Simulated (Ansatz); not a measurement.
ReS$_{2}$ in space group Pnnm (No. 58; Re on 2a, S on 4g) under volume change, PBE (plane waves, PAW; program Ansatz), shape and atoms relaxed at each volume.

| V (Å³/atom) | E − E(relaxed) (meV/atom) | P (GPa) |
|---|---|---|
| 14.722 | 59.8 | 14.65 |
| 15.208 | 24.8 | 8.68 |
| 15.693 | 5.8 | 3.98 |
| 16.178 | 0.0 | 0.01 |
| 16.664 | 5.4 | -3.42 |
| 17.149 | 20.1 | -6.21 |
| 17.634 | 42.6 | -8.59 |

Q: What does a third-order Birch–Murnaghan fit give for V₀, B₀ and B′?

A: V₀ = 16.17 Å³/atom, B₀ = 123 GPa, B′ = 5.0.

A made-up cell: these elements were put on the sites of a structure type; neither database checked (COD, Materials Project) lists it. Its standing as an ambient phase is unchecked. The cell was relaxed with PBE under the symmetry of its start; whether a distortion lowers the energy is not shown. The run is not spin-polarised. Scalar-relativistic: spin–orbit coupling is off unless named, which matters more the heavier the elements.

Potentials: the later of the program's two PAW sets.
